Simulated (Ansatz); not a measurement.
CuF, h-MgO type, relaxed with r2SCAN in the plane-wave code Ansatz. It is hexagonal, P6_3/mmc (No. 194); a = 3.509 Å, c = 5.083 Å in the conventional setting, 13.55 Å³ an atom. Cu has 3 F at 2.03 Å; F has 3 Cu at 2.03 Å.

The axes x, y and z are those of this cell:
```
Cu F
1.0
     3.50866    0.00000    0.00000
    -1.75433    3.03859    0.00000
     0.00000    0.00000    5.08252
Cu F
2 2
Direct
  0.33333 0.66667 0.25000
  0.66667 0.33333 0.75000
  0.66667 0.33333 0.25000
  0.33333 0.66667 0.75000
```

Unstrained: The HSE06 gap is direct at Γ: 0.639 eV. Meshes: HSE06 6×6×4. Strains are changes of length per length. After each strain the atoms were relaxed again with r2SCAN within the symmetry that the strain leaves, so tilts or polar shifts that break it weren't tested; points keep the names that they have in the unstrained zone. Spin-unpolarised throughout. Whether this structure exists isn't addressed.

Q: Apply biaxial +2.85 % in x and y, z held. How far does the gap move, against the unstrained cell?

A: HSE06: the gap goes from 0.639 to 0.682 eV (+0.043 eV).

The meshes of the hybrids are coarse, so their gaps aren't converged to the digits shown.
